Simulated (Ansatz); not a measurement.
SrAlO$_{2}$F:
```
CELL_PARAMETERS angstrom
      3.77584     0.00000     0.00000
      0.00000     3.77584     0.00000
      0.00000     0.00000     3.81236
ATOMIC_POSITIONS crystal
  Sr 0.50000 0.50000 0.50000
  Al 0.00000 0.00000 0.00000
  O  0.50000 0.00000 0.00000
  O  0.00000 0.50000 0.00000
  F  0.00000 0.00000 0.50000
```

Tensor components refer to the Cartesian frame of this cell.

Give the high-frequency dielectric tensor and the Born effective charge tensors of the independent atoms from DFPT, PBEsol in the plane-wave PAW code Ansatz.


ε∞:
```
3.30  0.00  0.00
0.00  3.30  0.00
0.00  0.00  3.52
```
Z* of atom 1 (Sr), rows: field, columns: displacement, in e:
```
2.41  0.00  0.00
0.00  2.41  0.00
0.00  0.00  2.94
```
Z* of atom 2 (Al), rows: field, columns: displacement, in e:
```
3.12  0.00  0.00
0.00  3.12  0.00
0.00  0.00  2.70
```
Z* of atom 3 (O), rows: field, columns: displacement, in e:
```
-2.41   0.00   0.00
 0.00  -1.98   0.00
 0.00   0.00  -1.85
```
Z* of atom 5 (F), rows: field, columns: displacement, in e:
```
-1.14   0.00   0.00
 0.00  -1.14   0.00
 0.00   0.00  -1.93
```

Space group P4/mmm. The start of the workflow was typed in or built on a structure type; neither database checked (COD, Materials Project) lists it. Its standing as an ambient phase is unchecked. Symmetry was held in the PBEsol relaxation; its stability against distortions is not shown here. Scalar-relativistic: spin–orbit coupling is off unless named, which matters more the heavier the elements.

Potentials: the earlier of the program's two PAW sets. The files were generated under PBE; for other functionals the program regenerates the frozen cores, and for LDA and PBEsol the local potential too.
